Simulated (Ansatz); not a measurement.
**Question.** Each is relaxed and computed with r²SCAN in the plane-wave PAW code Ansatz. Which alone has a direct gap?
(A) Ca2H3Br, P-3m1 (Ca on 2d, H on 2d, H on 1a, Br on 1b)
(B) Rb2SnHgTe4, I-42m (Rb on 4c, Sn on 2b, Hg on 2a, Te on 8i)
(C) Ca3SnH2, Cmcm (Ca on 4c, Ca on 8g, Sn on 4c, H on 8e)
(D) BaMg2FeH8, P-3m1 (Pearson symbol hP12)

**Answer.** C, Ca3SnH2, Cmcm (Ca on 4c, Ca on 8g, Sn on 4c, H on 8e). Ca3SnH2: gap 0.39 eV (direct); Ca2H3Br: gap 2.10 eV (indirect); BaMg2FeH8: gap 1.92 eV (indirect); Rb2SnHgTe4: gap 0.90 eV (indirect). Standing as an ambient phase not checked: Ca3SnH2, Cmcm (Ca on 4c, Ca on 8g, Sn on 4c, H on 8e); Ca2H3Br, P-3m1 (Ca on 2d, H on 2d, H on 1a, Br on 1b); BaMg2FeH8, P-3m1 (Pearson symbol hP12); Rb2SnHgTe4, I-42m (Rb on 4c, Sn on 2b, Hg on 2a, Te on 8i). All cells were relaxed under the symmetry of their starts (and spin orders); stability against distortions was not tested throughout. Rows with no word on spin ran without spin polarisation. Scalar-relativistic: spin–orbit coupling is off unless named, which matters more the heavier the elements.

Potentials: the later of the program's two PAW sets.
